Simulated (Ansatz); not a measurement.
Antiperovskite Mg3PN, relaxed with r2SCAN in the plane-wave code Ansatz: it is cubic, Pm-3m (No. 221); conventional cell a = 4.152 Å, 14.31 Å³ an atom. P has 12 Mg at 2.94 Å; N has 6 Mg at 2.08 Å; Mg has 2 N at 2.08 Å and 4 P at 2.94 Å. The primitive cell holds 5 atoms in 71.55 Å³. Note: simulated data, non-magnetic, for a generated structure that need not be the stable one.

Computed values: PBE gives a gap of 1.76 eV and PBE0 (25 % exact exchange) 3.19 eV; one over PBE's mean ε∞ is 0.110. HSE06 (4×4×4) gives a least gap of 2.51 eV, direct. r2SCAN's ε∞ is 7.87.

**Question.** Taking the gap as linear in the share of unscreened exchange, estimate the gap of the hybrid whose share is 1/ε∞.

**Answer.** The slope is (3.19 − 1.76)/0.25 = 5.72 eV per unit share, so E_g ≈ 1.76 + 5.72 × 0.110 = 2.39 eV. The run with that share gives 2.38 eV (4×4×4 mesh), -0.01 eV from the straight line.

**Question.** At what wavelength does absorption set in by HSE06, excitons left aside?

**Answer.** λ = 1239.84 eV nm/E: 494 nm for the least gap. The direct edge lies in the visible range.

**Question.** What refractive index and reflectivity at normal incidence follow, below the gap and above the phonons?

**Answer.** n = √7.87 = 2.805; R = ((n − 1)/(n + 1))² = (1.805/3.805)² = 22.5 % a face.

The meshes of the hybrids are coarse, so their gaps aren't converged to the digits shown.

For a response run the program warns that the ground state's bands aren't all converged, so ε∞ carries an extra error.
